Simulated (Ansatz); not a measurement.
# Debugging a calculation of BiTe

The input below was meant for crystalline BiTe, with PBE, plane waves and PAW in Ansatz.

```yaml
crystal:
  lattice:
    - [0.0, 3.235, 3.235]
    - [3.235, 0.0, 3.235]
    - [3.235, 3.235, 0.0]
  atoms:
    - { symbol: Bi, position: [0.0, 0.0, 0.0] }
    - { symbol: Te, position: [0.5, 0.5, 0.5] }
basis:
  ecutwfc: 420
kpoints:
  mp_grid: { grid: [12, 12, 12] }
hamiltonian:
  xc: scan2
scf:
  occupations: { method: gaussian, width: 0.1 }
output:
  forces: true
  stress: true
  eigenvalues: true
```

The program printed:

```text
Error: YAML parse error: error: line 14 column 7: hamiltonian.xc: unknown variant `scan2`, expected one of `lda`, `lda-pw`, `pw92`, `pbe`, `pbesol`, `rpbe`, `revpbe`, `blyp`, `pbe0`, `revpbe0`, `b3lyp`, `b3lyp5`, `hse06`, `wpbeh`, `hiss`, `lc_wpbe`, `cam_b3lyp`, `hf`, `r2scan`, `r2scanh`, `r2scan0`, `r2scan50`
  --> <input>:14:7
   |
12 |   mp_grid: { grid: [12, 12, 12] }
13 | hamiltonian:
14 |   xc: scan2
   |       ^ hamiltonian.xc: unknown variant `scan2`, expected one of `lda`, `lda-pw`, `pw92`, `pbe`, `pbesol`, `rpbe`, `revpbe`, `blyp`, `pbe0`, `revpbe0`, `b3lyp`, `b3lyp5`, `hse06`, `wpbeh`, `hiss`, `lc_wpbe`, `cam_b3lyp`, `hf`, `r2scan`, `r2scanh`, `r2scan0`, `r2scan50`
15 | scf:
16 |   occupations: { method: gaussian, width: 0.1 }
   |
```

Problem. Which fault does the input hold?
A. A Hubbard U on a species that isn't in the cell
B. An atom left out of the cell, with fixed occupations
C. No empty bands beside a smearing
D. Spin-orbit coupling without non-collinear spin
E. A functional's name that the program doesn't know

Solution. E. The name isn't in the program's list. The cure is a listed name.

Mended input, as a difference:

```diff
 hamiltonian:
-  xc: scan2
+  xc: pbe
```

With the mended input the run converges and gives a pressure of 0.72 GPa, no gap.